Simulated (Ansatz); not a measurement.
## Point defect: Ni vacancy in Ni

Level of theory: DFT PBEsol, scalar-relativistic, plane waves, PAW (Ansatz). (420 eV cutoff, 5×5×5 k-mesh, Gaussian smearing of 0.10 eV, collinear spin)

Host crystal, relaxed:

```
Ni
1.0
     0.00000    1.73151    1.73151
     1.73151    0.00000    1.73151
     1.73151    1.73151    0.00000
Ni
1
Direct
  0.00000 0.00000 0.00000
```

Supercell of 27 atoms, rows in host cell vectors: -3 3 0; 0 3 0; 0 3 -3. Atoms relax at the host's cell, keeping the symmetry that the supercell leaves at the site. The cell is small, so energies carry finite-size errors of tenths of an eV. The host is a metal.

Defect: Ni vacancy, charge 0.

Command:

```bash
ansatz run input.yaml --threads 4 --pin off --max-ram 8192MiB --backend cpu --events-out ev --progress --plain --runs-dir out
```

The input:

```yaml
crystal:
  lattice:
    - [5.1945272233, -5.1945272233, 0.0]
    - [5.1945272233, 0.0, 5.1945272233]
    - [0.0, -5.1945272233, 5.1945272233]
  atoms:
    - { symbol: Ni, position: [0.6666666667, 0.0, 0.3333333333], spin: 0.73 }
    - { symbol: Ni, position: [0.6666666667, 0.3333333333, 0.0], spin: 0.73 }
    - { symbol: Ni, position: [0.6666666667, 0.0, 0.6666666667], spin: 0.73 }
    - { symbol: Ni, position: [0.6666666667, 0.3333333333, 0.3333333333], spin: 0.73 }
    - { symbol: Ni, position: [0.6666666667, 0.6666666667, 0.0], spin: 0.73 }
    - { symbol: Ni, position: [0.6666666667, 0.3333333333, 0.6666666667], spin: 0.73 }
    - { symbol: Ni, position: [0.6666666667, 0.6666666667, 0.3333333333], spin: 0.73 }
    - { symbol: Ni, position: [0.6666666667, 0.6666666667, 0.6666666667], spin: 0.73 }
    - { symbol: Ni, position: [0.3333333333, 0.0, 0.0], spin: 0.73 }
    - { symbol: Ni, position: [0.3333333333, 0.0, 0.3333333333], spin: 0.73 }
    - { symbol: Ni, position: [0.3333333333, 0.3333333333, 0.0], spin: 0.73 }
    - { symbol: Ni, position: [0.3333333333, 0.0, 0.6666666667], spin: 0.73 }
    - { symbol: Ni, position: [0.3333333333, 0.3333333333, 0.3333333333], spin: 0.73 }
    - { symbol: Ni, position: [0.3333333333, 0.6666666667, 0.0], spin: 0.73 }
    - { symbol: Ni, position: [0.3333333333, 0.3333333333, 0.6666666667], spin: 0.73 }
    - { symbol: Ni, position: [0.3333333333, 0.6666666667, 0.3333333333], spin: 0.73 }
    - { symbol: Ni, position: [0.3333333333, 0.6666666667, 0.6666666667], spin: 0.73 }
    - { symbol: Ni, position: [0.0, 0.0, 0.0], spin: 0.73 }
    - { symbol: Ni, position: [0.0, 0.0, 0.3333333333], spin: 0.73 }
    - { symbol: Ni, position: [0.0, 0.3333333333, 0.0], spin: 0.73 }
    - { symbol: Ni, position: [0.0, 0.0, 0.6666666667], spin: 0.73 }
    - { symbol: Ni, position: [0.0, 0.3333333333, 0.3333333333], spin: 0.73 }
    - { symbol: Ni, position: [0.0, 0.6666666667, 0.0], spin: 0.73 }
    - { symbol: Ni, position: [0.0, 0.3333333333, 0.6666666667], spin: 0.73 }
    - { symbol: Ni, position: [0.0, 0.6666666667, 0.3333333333], spin: 0.73 }
    - { symbol: Ni, position: [0.0, 0.6666666667, 0.6666666667], spin: 0.73 }
basis:
  ecutwfc: 420
  xc_grid: 2
kpoints:
  mp_grid: { grid: [5, 5, 5], shift: [0.0, 0.0, 0.0] }
hamiltonian:
  xc: pbesol
scf:
  occupations: { method: gaussian, width: 0.1 }
output:
  forces: true
  stress: false
  eigenvalues: true
  populations: true
  write_density: true
  write_potential: true
  elf: true
  volumetric_format: npy
magnetization:
  spin_polarized: true
relax:
  adjacent_minimum: "off"
  f_tol: 0.025
  max_steps: 45
```

From the output:

```
Warning: RAYON_NUM_THREADS=4 ignored (pool sized by the plan → 4); use --threads N
Crystal: 26 atoms, lattice volume = 280.329 Å³
Basis set: ecut = 420 eV, 5577 PW (Γ), exchange–correlation on 100×100×100 points (8 copies of the dense FFT grid, shifted against one another)
Bands: 293, of which v1, the nominal top of the filled ones, is band 234 counted from 1 (233 counted from 0)
Symmetry: 48 space group operations
Space group: Fm-3m (ITA 225), of the structure as read, at distance tolerance 6.5e-5 Å
k-points: 10 of 125
relax step   1: F+E_penalty+E_count = -150927.64689402 eV  Δ(F+E_penalty+E_count) = +0.000e0 eV  max|allowed force component| = 2.197e-1 eV/Å  Δτ_max = 0.0000 Å
relax step   2: F+E_penalty+E_count = -150927.67454472 eV  Δ(F+E_penalty+E_count) = -2.765e-2 eV  max|allowed force component| = 1.563e-1 eV/Å  Δτ_max = 0.0077 Å
relax step   3: F+E_penalty+E_count = -150927.70225094 eV  Δ(F+E_penalty+E_count) = -2.771e-2 eV  max|allowed force component| = 3.221e-3 eV/Å  Δτ_max = 0.0192 Å
relax step   4: F+E_penalty+E_count = -150927.70225150 eV  Δ(F+E_penalty+E_count) = -5.527e-7 eV  max|allowed force component| = 3.212e-3 eV/Å  Δτ_max = 0.0000 Å
SCF converged after 2 iterations
Free energy (F): -150927.702251 eV
E sigma→0 (E₀):  -150927.602004 eV
Fermi energy:    18.179052 eV
```

The relaxation gained 0.06 eV in 4 steps. It took 9.9 min on 4 threads of AMD EPYC (Zen 3), with other jobs on the host, peak memory 2.6 GiB.